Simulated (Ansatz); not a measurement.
Here is the system:

PbF₂:
```cif
data_F2Pb
_chemical_formula_sum 'Pb1 F2'
_space_group_name_H-M_alt 'P 1'
_space_group_IT_number 1
_cell_length_a 4.21602
_cell_length_b 4.21602
_cell_length_c 4.21602
_cell_angle_alpha 60.000
_cell_angle_beta 60.000
_cell_angle_gamma 60.000
loop_
_space_group_symop_operation_xyz
  'x, y, z'
loop_
_atom_site_label
_atom_site_type_symbol
_atom_site_fract_x
_atom_site_fract_y
_atom_site_fract_z
_atom_site_occupancy
Pb1 Pb 0.00000 0.00000 0.00000 1
F1 F 0.25000 0.25000 0.25000 1
F2 F 0.75000 0.75000 0.75000 1
```

This is the PBE+D3(BJ)-relaxed structure.

Task: All from DFT-PBE+D3(BJ) in the program Ansatz with PAW potentials, unless another level is named. Predict the highest zone-centre frequency (without LO–TO term).

Result: 30.3 meV.

Task: Next, the zero-point energy?

Result: 27.6 meV/atom.

Task: Next, the vibrational entropy at 300 K?

Result: 38.0 J/(K·mol of atoms).

Space group Fm-3m (fluorite). The cell was relaxed with PBE+D3(BJ) under the symmetry of its start; phonons on a q-mesh show no instability. Scalar-relativistic: spin–orbit coupling is off unless named, which matters more the heavier the elements.

Potentials: the later of the program's two PAW sets.
